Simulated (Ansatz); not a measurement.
NaCl (rock salt, space group No. 225), DFT-PBEsol in the program Ansatz with PAW potentials. The conduction-band minimum lies at Γ, with 1 equivalent valley. Second derivatives d²E/dk² of the lowest band at one valley (eV·Å²), along Cartesian directions:

```
direction  d²E/dk²
---------  -------
[100]        19.64
[010]        19.64
[001]        19.64
[110]        19.64
[101]        19.64
[011]        19.64
```

Problem. Find the principal effective masses, the density-of-states mass and the conductivity mass.

Solution. Off-diagonal terms follow from H_xy = H[110] − (H_xx + H_yy)/2, and m*/mₑ = 7.620 eV·Å² over each eigenvalue: 0.39, 0.39, 0.39. One valley's DOS mass (m₁m₂m₃)^(1/3) = 0.39, conductivity mass 3/(Σ 1/mᵢ) = 0.39 mₑ.

Problem. What effective density of states Nc follows at 300 K for parabolic valleys?

Solution. Nc = 2.509e19 × 1 × (0.39)^(3/2) ≈ 6.1e18 cm⁻³.

Problem. With the computed static dielectric constant 6.02 (mean of the diagonal), estimate a hydrogenic donor's binding energy and radius.

Solution. E = 13.606 eV × 0.39/6.02² ≈ 150 meV; a = 0.529 Å × ε/m* ≈ 8.2 Å. Semilocal masses tend to be too small where the gap is.

Problem. With ε∞ = 2.57 and ω_LO = 255 cm⁻¹, what Fröhlich coupling constant follows?

Solution. α = (1/ε∞ − 1/ε0) √(m* × 13.606 eV/ħω_LO) = 2.9.

Space group Fm-3m (rock salt). The cell was relaxed with PBEsol under the symmetry of its start; phonons on a q-mesh show no instability.

Potentials: the later of the program's two PAW sets.
